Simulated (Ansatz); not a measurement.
An Ansatz run on InGa3P4, ordered on the zincblende lattice (Cm) with 8 atoms a cell left the output below. It starts from the PBE minimum.

Structure:
```xyz
8
Lattice="6.5876 -1.9849 0.0040 6.5876 1.9849 0.0040 -1.1936 0.0000 6.7866" Properties=species:S:1:pos:R:3 pbc="T T T"
Ga   -0.0267    0.0000   -0.0373
Ga    6.0165    0.0000    3.4346
Ga    2.4041    0.0000    5.0903
In    9.5742    0.0000    1.6975
P     7.0520    0.0000    1.2520
P     0.0408    0.0000    4.6752
P     9.6194    0.0000    6.2672
P     3.6632    0.0000    3.0962
```

The output, standing remarks left out:
```
Functional definition: r2SCAN
Crystal: 8 atoms, lattice volume = 177.499 Å³
Basis set: ecut = 500 eV, 4539 PW (Γ)
Bands: 44, of which v1, the nominal top of the filled ones, is band 36 counted from 1 (35 counted from 0)
Symmetry: 2 space group operations
Space group: Cm (ITA 8)
k-points: 47 of 144 (time reversal used)
preconditioner: auto → Resta (q_TF=auto, 2.347 Å⁻¹)  ε∞=3.7  [insulator: Δε(μ)=1.371 eV  σ=0.020 eV  ℏωp=23.6 eV]
SCF 1 converged in 8 iterations: F = -20022.973029 eV  dr2 = 1.95e-8
relax step 1: F+E_penalty+E_count = -20022.97302870 eV  max|allowed force component| = 2.872e-2 eV/Å  Δτ_max = 0.0000 Å  P = -2.226 GPa  Ω = 177.499 Å³
SCF 2 converged in 8 iterations: F = -20023.008490 eV  dr2 = 1.61e-7
relax step 2: F+E_penalty+E_count = -20023.00848970 eV  max|allowed force component| = 1.206e-1 eV/Å  Δτ_max = 0.0067 Å  P = -0.156 GPa  Ω = 172.814 Å³
SCF 3 converged in 5 iterations: F = -20023.010330 eV  dr2 = 2.98e-7
relax step 3: F+E_penalty+E_count = -20023.01033048 eV  max|allowed force component| = 2.160e-2 eV/Å  Δτ_max = 0.0121 Å  P = +0.019 GPa  Ω = 172.375 Å³
SCF 4 converged in 4 iterations: F = -20023.010377 eV  dr2 = 2.58e-8
relax step 4: F+E_penalty+E_count = -20023.01037747 eV  max|allowed force component| = 2.314e-3 eV/Å  Δτ_max = 0.0019 Å  P = +0.000 GPa  Ω = 172.423 Å³
SCF 5 converged in 6 iterations: F = -20023.009350 eV  dr2 = 6.07e-11
relax step 5: F+E_penalty+E_count = -20023.00935039 eV  max|allowed force component| = 2.346e-3 eV/Å  Δτ_max = 0.0000 Å  P = -0.004 GPa  Ω = 172.423 Å³  (SCF on a basis re-selected at this cell)
Free energy (F): -20023.009350 eV
Fermi energy:    7.708559 eV
--- Per-component energies (eV) ---
  E_band       = -267.361151
  E_kinetic    = 868.914870
  E_local      = -8047.701736
  E_nonlocal   = 1783.283084
  E_hartree    = 3633.867511
  E_xc         = -621.461164
  E_vxc        = -545.023801
  E_paw        = -12501.552204
  E_vpaw       = -1622.804899
  E_vtau       = 28.236289
  E_ewald      = -5137.002567
  E_core_change = -1.357032
--- Forces (eV/Å), atoms counted from 1 ---
  atom   1  Ga      0.00082      0.00000      0.00128
  atom   2  Ga    -0.00112      0.00000      0.00002
  atom   3  Ga    -0.00235      0.00000    -0.00073
  atom   4  In    -0.00012      0.00000    -0.00056
  atom   5  P       0.00024      0.00000    -0.00108
  atom   6  P       0.00069      0.00000    -0.00011
  atom   7  P     -0.00009      0.00000      0.00094
  atom   8  P       0.00192      0.00000      0.00023
--- Stress (GPa, compression-positive) ---
       -0.008898       0.000000       0.000379
        0.000000       0.000754       0.000000
        0.000379       0.000000      -0.003030
  P = ⅓ Tr σ = -0.0037 GPa (-0.037 kbar)
--- Relaxed structure (4 steps of the walk, 4 accepted, 1 SCFs on fresh bases) ---
  F+E_penalty+E_count = -20023.00935039 eV   max|allowed force component| = 2.346e-3 eV/Å
  cell:  # Å, volume = 172.4229 Å³
    - [6.525241, -1.964926, 0.005015]
    - [6.525241, 1.964926, 0.005015]
    - [-1.181248, 0.000000, 6.723008]
  atoms:
    - { symbol: Ga, position: [-0.002591, -0.002591, -0.005698] }
    - { symbol: Ga, position: [0.502500, 0.502500, 0.505628] }
    - { symbol: Ga, position: [0.250436, 0.250436, 0.749788] }
    - { symbol: In, position: [0.749162, 0.749162, 0.249141] }
    - { symbol: P, position: [0.551597, 0.551597, 0.183755] }
    - { symbol: P, position: [0.065633, 0.065633, 0.688856] }
    - { symbol: P, position: [0.813740, 0.813740, 0.922201] }
    - { symbol: P, position: [0.319523, 0.319523, 0.456329] }
```

Task: What input produced it? Give the YAML.

Result:
```yaml
crystal:
  # lattice and atoms as above
kpoints:
  mp_grid: { grid: [6, 6, 4] }
hamiltonian:
  xc: r2scan
scf:
  occupations: { method: fermi_dirac, width: 0.02 }
relax:
  f_tol: 0.005
  cell: {}
```
The term E_vtau belongs to a meta-GGA, which reads the kinetic-energy density. The relax steps with a changing cell volume need the relax block with cell. Not every key shows in the log; this is the file that was used.

Run as `ansatz run input.yaml --threads 2 --pin off --max-ram 29491MiB --backend cpu --events-out ev --progress --plain --runs-dir out`. Wall time 110 s on 2 threads of AMD EPYC 7R13 Processor (Zen 3), on a shared host; peak host memory 1.4 GiB.

The calculation is spin-unpolarised, and the structure need not be a phase that has been made.
